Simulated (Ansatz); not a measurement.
This guess for Bi6Te is about to be relaxed.

```
CELL_PARAMETERS angstrom
3.95174 2.28154 4.11321
-3.95174 2.28154 4.11321
0.00000 -4.56308 4.11321
ATOMIC_POSITIONS crystal
Bi 0.50000 0.50000 0.00000
Bi 0.00000 0.50000 0.50000
Bi 0.50000 0.00000 0.50000
Bi 0.00000 0.00000 0.50000
Bi 0.50000 0.00000 0.00000
Bi 0.00000 0.50000 0.00000
Te 0.00000 0.00000 0.00000
```

These are results of DFT PBE, scalar-relativistic, plane waves, PAW (Ansatz), not measurements. Cutoff 420 eV, Gaussian smearing, Γ-centred meshes. Cell and atoms relax first on a coarse mesh, the cell is then made exact in the group found at 0.06 to 0.08 Å, and last on a converged mesh; the steps can't lower the symmetry of their start. No spin polarisation.

A guess keeps its type if space group and coordination stay and the shape of the cell changes little (axis ratios within about 15 %, angles within 6°); the volume may change.

Question: Does it keep its structure type, or change into something else?

Answer: It keeps its type. The symmetry stays R-3m (No. 166). The volume per atom grows by 14.5 %, from 31.8 to 36.4 Å³. The shortest distance goes from 3.07 Å (Bi–Te and Bi–Bi) to 3.24 Å (Bi–Te and Bi–Bi). The ratio c/a of the conventional cell changes by a factor of 1.07. Counting neighbours within 15 % of an atom's shortest distance, the start has Bi 4/6, Te 6 and the end Bi 4/6, Te 6.

The last run used a 6×6×6 mesh for its 7-atom cell and Gaussian smearing of 0.10 eV. Spin–orbit coupling, which can matter for Bi and Te, is left out. Symmetry constrained the relaxation, so the result can be a saddle point. Another cell of the same search, in P-1, lies 197 meV/atom lower, so this cell isn't the stable form at this level.

In counts of neighbours, a slash parts the counts of unlike sites.
